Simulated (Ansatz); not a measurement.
Space group P3m1 (No. 156). a = 4.432 Å, b = 4.432 Å, c = 14.649 Å, α = 90.00°, β = 90.00°, γ = 120.00°
```csv
atom,site,symmetry,x,y,z
Zn,1b,3m.,0.3333,0.6667,0.5002
Zn,1c,3m.,0.6667,0.3333,0.2572
Zn,1c,3m.,0.6667,0.3333,0.7425
Cd,1b,3m.,0.3333,0.6667,0.0034
Te,1b,3m.,0.3333,0.6667,0.1978
Te,1b,3m.,0.3333,0.6667,0.6834
Te,1c,3m.,0.6667,0.3333,0.4404
Te,1c,3m.,0.6667,0.3333,0.9251
```

Equation of state of this Zn₃CdTe₄ structure (not necessarily the ground state), with shape and atoms relaxed at each volume where symmetry leaves them free. These are results of DFT PBE, scalar-relativistic, plane waves, PAW in Ansatz 0.2.0, not measurements.

Cutoff 420 eV; k points 6×6×2 on the computed 8-atom cell (Γ-centred); Gaussian smearing, width 0.02 eV; no spin polarisation.

```
V (Å³/atom)  E − E(largest V) (meV/atom)  P (GPa)  gap on mesh (eV)
     27.410                        38.52     6.88              1.21
     28.345                         4.93     4.70              1.10
     29.279                       -16.96     2.86              0.99
     30.214                       -28.99     1.31              0.88
     31.148                       -32.67     0.00              0.77
     32.083                       -29.33    -1.11              0.68
     33.017                       -20.04    -2.05              0.58
     34.263                         0.00    -3.07              0.46
```

Problem. Fit a third-order Birch–Murnaghan equation, E = E0 + (9V0B0/16)·[(x − 1)³B0' + (x − 1)²(6 − 4x)] with x = (V0/V)^(2/3), to E(V).

Solution. V0 = 31.15 Å³/atom, B0 = 40 GPa, B0' = 4.6.

Spin-orbit coupling is left out, which matters for the bands of heavy elements.

The cell was found from a structure generator's guess, not taken from experiment.
